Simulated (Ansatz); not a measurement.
**Structure search: one Ta3Bi3As2 candidate**

These are results of DFT PBE, scalar-relativistic, plane waves, PAW in Ansatz, not measurements. Cutoff 420 eV, Gaussian smearing, Γ-centred meshes. Cell and atoms relax first on a coarse mesh and then on a finer one. In between, the cell is made exact in the group found at 0.06 Å. In metals the finer mesh still leaves noise of several meV/atom or more. The steps can't lower the symmetry of their start. No spin polarisation.

The cell of Ta3Bi3As2 is invented: random cell by space group and Wyckoff sites (Pm-3m, No. 221). The dimensions are guesses.

```cif
data_structure
_symmetry_space_group_name_H-M 'Pm-3m'
_symmetry_Int_Tables_number 221
_cell_length_a 5.9244
_cell_length_b 5.9244
_cell_length_c 5.9244
_cell_angle_alpha 90.000
_cell_angle_beta 90.000
_cell_angle_gamma 90.000
_cell_volume 207.94
loop_
_atom_site_label
_atom_site_type_symbol
_atom_site_symmetry_multiplicity
_atom_site_Wyckoff_symbol
_atom_site_fract_x
_atom_site_fract_y
_atom_site_fract_z
_atom_site_occupancy
Ta1 Ta 3 d 0.50000 0.00000 0.00000 1
Bi1 Bi 3 c 0.00000 0.50000 0.50000 1
As1 As 1 b 0.50000 0.50000 0.50000 1
As2 As 1 a 0.00000 0.00000 0.00000 1
```

The zero of energy is the elements' standard structures at the same level; no fitted shifts are applied.

Problem. What does it relax into?

Solution. The symmetry stays Pm-3m (No. 221). The volume per atom shrinks by 8.7 %, from 26.0 to 23.7 Å³. The shortest distance goes from 2.96 Å (Bi–As, Ta–As and Ta–Bi) to 2.87 Å (Bi–As, Ta–As and Ta–Bi). Conventional cell: a = 5.748 Å. Ta has 2 As at 2.87 Å and 4 Bi at 2.87 Å; Bi is surrounded by 2 As at 2.87 Å and 4 Ta at 2.87 Å; As on its first site is surrounded by 6 Bi at 2.87 Å; As on its second site has 6 Ta at 2.87 Å.

Space group Pm-3m (No. 221). a = 5.748 Å, b = 5.748 Å, c = 5.748 Å, α = 90.00°, β = 90.00°, γ = 90.00°
| atom | site | symmetry | x | y | z |
| --- | --- | --- | --- | --- | --- |
| Ta | 3d | 4/mm.m | 0.5000 | 0.0000 | 0.0000 |
| Bi | 3c | 4/mm.m | 0.0000 | 0.5000 | 0.5000 |
| As | 1b | m-3m | 0.5000 | 0.5000 | 0.5000 |
| As | 1a | m-3m | 0.0000 | 0.0000 | 0.0000 |

Problem. Give its energy and gap.

Solution. The energy over the elements is +0.78 eV/atom and the gap on the 8×8×8 mesh of the 8-atom cell is 0 eV (a metal).

It can't be a ground state, since the elements alone are lower.

The last run used Gaussian smearing of 0.10 eV. These runs have no spin–orbit coupling, which can matter for Bi and Ta. The cell is a metal run without spin; a magnetic state may lie lower. The reference form of As is held partly by dispersion forces, which this level lacks. Symmetry constrained the relaxation, so the result can be a saddle point. In all, the 3 runs took 89 s on 1 thread of AMD EPYC 7B13 (Zen 3) (shared host).
